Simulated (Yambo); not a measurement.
YOF (space group P4/nmm, No. 129), G0W0@LDA (Yambo, plasmon pole, terminator in G, 4×4×2 mesh): gap (0.25, 0.25, -0.5) → Γ in eV by bands and screening block.

```tsv
bands (W and G)	2 Ry	3 Ry	5 Ry	6 Ry	8 Ry
43	(withheld)	7.22	(withheld)	7.20	7.26
62	6.89	6.81	6.82	(withheld)	6.91
90	6.73	6.65	6.70	6.71	6.82
123	6.66	6.58	6.64	6.65	6.78
156	6.63	6.55	6.62	6.63	6.76
```

### Question
Estimate the withheld gaps from their neighbours; the computed values follow.

### Answer

- 43, 2 Ry: 7.30
- 43, 5 Ry: 7.19
- 62, 6 Ry: 6.83

The largest settings aren't shown to be the converged limit.

Geometry of the Materials Project entry, not relaxed at this level; primitive cell a = b = 3.832 Å, c = 5.447 Å, α = β = γ = 90.00°.

The structure is a Materials Project entry; no match was found in the copy of COD used, and its stability was not checked.
